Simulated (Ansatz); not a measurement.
TePdSe:
```
TePdSe
1.0
    3.91001     0.00000     0.00000
   -1.95500     3.38617     0.00000
    0.00000     0.00000     4.99753
Te Pd Se
1 1 1
Direct
  0.00000   0.00000   0.72754
  0.33333   0.66667   0.00930
  0.66667   0.33333   0.26316
```

Relaxed with r²SCAN+D4.

Q: Map the electron localisation function on the plane through (0.000, 0.000, 0.728) spanned by u = [0, 0, 1] and v = [1, -1, 0] in lattice vectors, from the program Ansatz at the r²SCAN+D4 level (PAW).

A: x is the fraction of u, y of v (the angle between them is 90°; rows are the nearest grid lines); atoms in the plane: Te at (0.00, 0.00), Pd at (0.28, 0.33), Se at (0.54, 0.67).
```
y \ x   0.000  0.0800  0.200  0.280  0.360  0.440  0.560  0.640  0.720  0.800  0.920   1.00
------  -----  ------  -----  -----  -----  -----  -----  -----  -----  -----  -----  -----
1.00    0.951   0.026  0.398  0.340  0.086  0.025  0.021  0.125  0.619  0.582  0.035  0.951
0.912   0.227   0.340  0.457  0.267  0.094  0.097  0.110  0.101  0.364  0.621  0.404  0.227
0.853   0.494   0.480  0.382  0.165  0.214  0.445  0.557  0.404  0.234  0.438  0.548  0.494
0.765   0.244   0.203  0.107  0.274  0.625  0.749  0.745  0.797  0.708  0.313  0.180  0.244
0.706   0.038   0.038  0.092  0.405  0.682  0.584  0.291  0.712  0.805  0.573  0.057  0.038
0.618   0.036   0.040  0.097  0.403  0.691  0.641  0.381  0.738  0.800  0.554  0.052  0.036
0.529   0.105   0.151  0.164  0.201  0.459  0.748  0.796  0.752  0.589  0.177  0.063  0.105
0.471   0.166   0.205  0.313  0.339  0.204  0.266  0.546  0.472  0.205  0.056  0.084  0.166
0.382   0.184   0.268  0.554  0.431  0.498  0.419  0.154  0.077  0.025  0.022  0.103  0.184
0.294   0.189   0.279  0.502  0.358  0.534  0.478  0.155  0.066  0.021  0.022  0.115  0.189
0.235   0.355   0.252  0.371  0.546  0.538  0.274  0.122  0.056  0.032  0.077  0.315  0.355
0.147   0.534   0.582  0.438  0.240  0.180  0.131  0.064  0.047  0.152  0.542  0.556  0.534
0.0882  0.221   0.357  0.518  0.326  0.119  0.063  0.035  0.067  0.417  0.628  0.388  0.221
0.000   0.951   0.026  0.398  0.340  0.086  0.025  0.021  0.125  0.619  0.582  0.035  0.951
```

The density is the valence pseudo-density with augmentation charge, so density and ELF within about 1 Å of a nucleus are not all-electron values.

Space group P3m1. The workflow started from a Materials Project entry (that database holds measured and hypothetical structures alike); the Crystallography Open Database copy checked does not list it. With Te and Se taken as one species the cell has the higher symmetry P-3m1, so it may be an ordered model of a mixed-site phase. Whether it is the stable phase at ambient conditions was not checked. The r²SCAN+D4 relaxation kept the symmetry of its start; whether a distortion lowers the energy is not shown. No spin polarisation was allowed. Scalar-relativistic: spin–orbit coupling is off unless named, which matters more the heavier the elements.

Potentials: the later of the program's two PAW sets.
